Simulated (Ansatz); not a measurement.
Cu Kα1 powder pattern (kinematic, no thermal factors).
| 2θ (°) | relative intensity |
| --- | --- |
| 24.32 | 5 |
| 27.48 | 100 |
| 31.68 | 1 |
| 32.48 | 2 |
| 41.13 | 4 |
| 45.63 | 24 |
| 45.66 | 46 |
| 47.92 | 3 |
| 52.37 | 1 |
| 54.10 | 29 |
| 54.14 | 13 |
| 66.52 | 8 |
| 66.59 | 3 |
| 68.32 | 2 |
| 73.40 | 6 |
| 73.44 | 10 |
| 77.82 | 2 |
| 81.28 | 1 |
| 82.66 | 1 |
| 84.41 | 14 |
| 84.46 | 6 |

The pattern is computed from a structure relaxed with DFT PBE, scalar-relativistic, plane waves, PAW in Ansatz 0.2.0. No spin polarisation. Its elements are S, Se, Zn.

Question: Give the structure.

Answer: Zn5Se3S2.
Space group I-4m2 (No. 119). a = 3.973 Å, b = 3.973 Å, c = 28.064 Å, α = 90.00°, β = 90.00°, γ = 90.00°
```
atom  site  symmetry       x       y       z
  Zn    4e      2mm. 0.5000  0.5000  0.0935
  Zn    4e      2mm. 0.0000  0.0000  0.1978
  Zn    2a      -4m2  0.0000  0.0000  0.0000
  Se    4f      2mm. 0.5000  0.0000  0.1457
  Se    2c      -4m2  0.0000  0.5000  0.2500
   S    4f      2mm. 0.0000  0.5000  0.4533
```

A pattern alone doesn't exclude other cells with like lines; this is the one computed.

The structure comes from a generated guess; another structure or a mixture of phases may lie lower.
